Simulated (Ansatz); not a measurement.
Mg2SeS:
```
CELL_PARAMETERS angstrom
      4.09892     0.00000     0.00000
      0.00000     4.09892     0.00000
      0.00000     0.00000     5.78453
ATOMIC_POSITIONS crystal
  Mg 0.50000 0.00000 0.73687
  Mg 0.00000 0.50000 0.26313
  Se 0.50000 0.50000 0.00000
  S  0.00000 0.00000 0.50000
```

Relaxed with PBEsol. Special points in fractions of this cell's reciprocal vectors: Γ (0.000, 0.000, 0.000); X (0.000, 0.500, 0.000); M (0.500, 0.500, 0.000); Z (0.000, 0.000, 0.500); R (0.000, 0.500, 0.500); A (0.500, 0.500, 0.500).

Task: List the band energies nearest the valence-band maximum at these points for DFT-PBEsol with spin–orbit coupling in the program Ansatz with PAW potentials.

Result: In eV from the valence-band maximum; about four levels below and three above (degenerate sets whole), none deeper than 8.9 eV; points with the same levels are listed once.

| k | below | above |
|---|---|---|
| Γ | -0.08 -0.08 0.00 0.00 | 2.60 2.60 3.38 3.38 |
| X | -0.94 -0.94 -0.20 -0.20 | 5.50 5.50 5.75 5.75 |
| M | -1.22 -1.22 -1.10 -1.10 | 3.07 3.07 3.50 3.50 |
| Z | -0.58 -0.58 -0.36 -0.36 | 4.42 4.42 4.68 4.68 |
| R | -0.50 -0.50 -0.15 -0.15 | 4.23 4.23 4.48 4.48 |
| A | -1.68 -1.68 -1.52 -1.52 | 4.96 4.96 5.10 5.10 |

Space group P-4m2. The first step of the workflow began from a Materials Project structure, measured or hypothetical; the Crystallography Open Database copy checked does not list it. Its standing as an ambient phase is unchecked. Symmetry was held in the PBEsol relaxation; of distortions, only those at the zone centre were tested.

Potentials: the later of the program's two PAW sets.
